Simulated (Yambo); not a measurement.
Yambo run on LiCuF$_{4}$ (space group P2_1/c, No. 14). The wavefunctions are LDA (pw.x of Quantum ESPRESSO, ONCV potentials, no spin-orbit coupling) ones on a 2×2×2 mesh (50 occupied bands); a = 5.430 Å, b = 4.778 Å, c = 5.675 Å, α = 90.00°, β = 118.45°, γ = 90.00°.

Yambo input:

```
rim_cut
gw0
dyson
el_el_corr
HF_and_locXC
ppa
em1d
RandQpts= 1000000
RandGvec= 1 Ry
EXXRLvcs= 92 Ry
VXCRLvcs= 368 Ry
Chimod= "HARTREE"
% BndsRnXp
 11 | 213 |
%
NGsBlkXp= 7 Ry
% LongDrXp
 1.0 | 1.0 | 1.0 |
%
PPAPntXp= 27.2114 eV
% GbndRnge
 1 | 98 |
%
GTermKind= "BG"
DysSolver= "n"
ExtendOut
% QPkrange
 1 | 1 | 50 | 50 |
 2 | 2 | 50 | 51 |
%
```

k points by index: 1 = Γ, 2 = (0, 0, -0.5).

The o-*.qp file then holds:

```
#    K-point    Band    Eo [eV]    E [eV]    E-Eo [eV]    Vxc [eV]    Vnlxc [eV]    Sc|Eo [eV]    Sc|E [eV]    dSc/dw|Eo [eV]    Re(Z)    Im(Z)
#
    1    50    0.000000    -0.227948    -0.227948    -29.20129    -35.53589    6.014002    6.106648    -11.04798    0.711227    -0.002332
    2    50    -0.279179    -0.512071    -0.232893    -29.38361    -36.58075    6.867224    6.964245    -11.32191    0.706170    -0.002488
    2    51    0.564736    1.290243    0.725507    -28.74579    -25.67676    -2.056592    -2.343523    -10.75975    0.716625    -0.002414
```
(The two width columns are left out.) Convergence of these settings isn't established.

Geometry of the Materials Project entry, not relaxed at this level.

The structure is a Materials Project entry; no match was found in the copy of COD used, and its stability was not checked.
